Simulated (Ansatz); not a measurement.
## ZrC$_{3}$: reading a single point

```
Zr C
1.0
     2.37475    4.11319    0.00000
    -2.37475    4.11319    0.00000
     0.00000    0.00000    7.93642
Zr C
4 12
Direct
  0.33330 0.33340 0.25000
  0.66660 0.66670 0.75000
  0.00000 0.00000 0.00000
  0.00000 0.00000 0.50000
  0.50000 0.50000 0.00000
  0.50000 0.00000 0.50000
  0.00000 0.50000 0.00000
  0.50000 0.50000 0.50000
  0.50000 0.00000 0.00000
  0.00000 0.50000 0.50000
  0.83300 0.83300 0.25000
  0.16700 0.66600 0.75000
  0.33400 0.83300 0.25000
  0.16700 0.16700 0.75000
  0.83300 0.33400 0.25000
  0.66600 0.16700 0.75000
```

Level: r2SCAN, no spin polarisation; 500 eV; 6×6×4 Γ-centred mesh; fermi-dirac occupations (width 0.0156 eV); Ansatz 0.2.0, fixed geometry.

(1) Give the Bader charges.

(2) What is the formation energy?

(3) Describe some of the short contacts.

(4) Metal or insulator?

Origin: a known structure type with other elements, at an estimated volume, so it need not be a known compound.

Results:

(1) Bader charges in e: Zr +2.11 to +2.15, C -0.74 to -0.67. In the mean Zr gives up most and C takes most.

(2) 1.86 eV an atom against the elements' usual phases (free molecules for gases, crystals otherwise, with no correction for O₂ or N₂), so at this geometry it isn't bound against them. Relaxing would lower it.

(3) C–C at 2.37 Å: least valence density 0.31 e/Å³ and ELF 0.39 there. Zr–C at 2.37 Å: least valence density 0.40 e/Å³ and ELF 0.24 there. These are pseudo-fields; inside the PAW spheres they differ from the all-electron ones.

(4) It is a metal, with about 5.9 states/eV a cell as the mean within 0.25 eV of the Fermi level, mostly C p (72 %) and Zr d (15 %).
